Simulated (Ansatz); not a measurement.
## What DFT gives for Bi

```xyz
2
Lattice="2.2494 1.2987 3.9104 -2.2494 1.2987 3.9104 0.0000 -2.5974 3.9104" Properties=species:S:1:pos:R:3 pbc="T T T"
Bi    0.0000    0.0000    2.7441
Bi    0.0000    0.0000    8.9872
```

Single point in Ansatz 0.2.0 with LDA, no spin polarisation. Cutoff 420 eV, PAW datasets, 9×9×9 Γ-centred k mesh, fermi-dirac filling (width 0.1 eV).

What do density and ELF say about some of the short contacts?

Bi–Bi at 3.04 Å: least valence density 0.30 e/Å³ and ELF 0.49 there. These are pseudo-fields; inside the PAW spheres they differ from the all-electron ones.

What does the stress say?

The pressure is -0.3 GPa (compression positive), so with the atoms held at these fractions the cell is close to zero pressure.

Where is the largest force?

The largest is on Bi2 (and as large on other atoms): 0.18 eV/Å, components (0.00, 0.00, -0.18). It makes 121° with the line to a nearest neighbour, Bi1 at 3.04 Å.

What happens at the Fermi level?

It is a semimetal on this mesh, with about 0.022 states/eV a cell as the mean within 0.25 eV of the Fermi level.

Origin: a database entry at a rescaled volume.
